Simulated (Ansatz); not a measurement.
Relaxed CoSi$_{2}$ (fluorite type, space group Fm-3m):

```yaml
crystal:
  lattice:
    - [0.00000, 2.68017, 2.68017]
    - [2.68017, 0.00000, 2.68017]
    - [2.68017, 2.68017, 0.00000]
  atoms:
    - { symbol: Co, position: [0.00000, 0.00000, 0.00000] }
    - { symbol: Si, position: [0.25000, 0.25000, 0.25000] }
    - { symbol: Si, position: [0.75000, 0.75000, 0.75000] }
```

Scan: atom 1 (Co, nearest neighbour Si at 2.321 Å; its periodic images, 3.8 Å or more away, move with it) is displaced along Cartesian z, direction (0.000, 0.000, 1.000) in Cartesian axes, by s. The other atoms stay.

The numbers are results of PBE (plane waves to 420 eV, PAW, scalar-relativistic; Ansatz, an electronic-structure program), not measurements. k mesh 12×12×12 (Γ-centred), Fermi-Dirac smearing 0.05 eV. Energies are smeared free energies. With partly filled bands, energies and forces of such displacements shift with the k mesh and the smearing. CoSi2 is run without spin polarisation. CoSi2 was relaxed with its symmetry unable to fall. The PAW data are Ansatz's earlier set. The zero of ΔE is the undisplaced structure.

Successive frames, forces in eV/Å:

```json
[
 {"frame": "s = -0.700 Å", "ΔE (eV/cell)": "2.667", "F on Co1": "(0.000, 0.000, 6.695)", "F on Si2": "(0.000, 0.000, -3.348)", "F on Si3": "(0.000, 0.000, -3.348)"},
 {"frame": "s = -0.560 Å", "ΔE (eV/cell)": "1.772", "F on Co1": "(0.000, 0.000, 5.981)", "F on Si2": "(0.000, 0.000, -2.990)", "F on Si3": "(0.000, 0.000, -2.990)"},
 {"frame": "s = -0.420 Å", "ΔE (eV/cell)": "1.016", "F on Co1": "(0.000, 0.000, 4.757)", "F on Si2": "(0.000, 0.000, -2.379)", "F on Si3": "(0.000, 0.000, -2.379)"},
 {"frame": "s = -0.280 Å", "ΔE (eV/cell)": "0.454", "F on Co1": "(0.000, 0.000, 3.241)", "F on Si2": "(0.000, 0.000, -1.621)", "F on Si3": "(0.000, 0.000, -1.621)"}
]
```

Q: What are the energy and the forces in the next frame, s = -0.140 Å?

A: ΔE (eV/cell) = 0.113.

| atom | Fx | Fy | Fz |
|---|---|---|---|
| Co1 | 0.000 | 0.000 | 1.620 |
| Si2 | 0.000 | 0.000 | -0.810 |
| Si3 | 0.000 | 0.000 | -0.810 |

(A displaced cell: forces are minus the slopes of the energy, force constants its curvatures, and phonons follow from these.)
